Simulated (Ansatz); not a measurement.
A distorted cell of Zn (hcp, Mg type):

```
Zn
1.0
    5.24526     0.00000     0.00000
   -1.31132     2.27126     0.00000
    0.00000     0.00000     5.18869
Zn
4
Direct
  0.16667   0.66667   0.76799
  0.66667   0.66667   0.73201
  0.33333   0.33333   0.23201
  0.83333   0.33333   0.26799
```

Method: PBE (plane waves to 420 eV, PAW, scalar-relativistic; Ansatz, a quantum-chemistry and plane-wave program). k mesh 10×20×9 (Γ-centred), Fermi-Dirac smearing 0.05 eV. Stress and pressure are positive under compression. With partly filled bands, energies and forces of such displacements shift with the k mesh and the smearing. Zn was relaxed with its symmetry unable to fall.

Q: Predict the force on every atom, in eV/Å.

A: 
| atom | Fx | Fy | Fz |
|---|---|---|---|
| Zn1 | -0.013 | -0.008 | -0.065 |
| Zn2 | -0.013 | -0.008 | 0.065 |
| Zn3 | 0.013 | 0.008 | 0.065 |
| Zn4 | 0.013 | 0.008 | -0.065 |

(A displaced cell: forces are minus the slopes of the energy, force constants its curvatures, and phonons follow from these.)
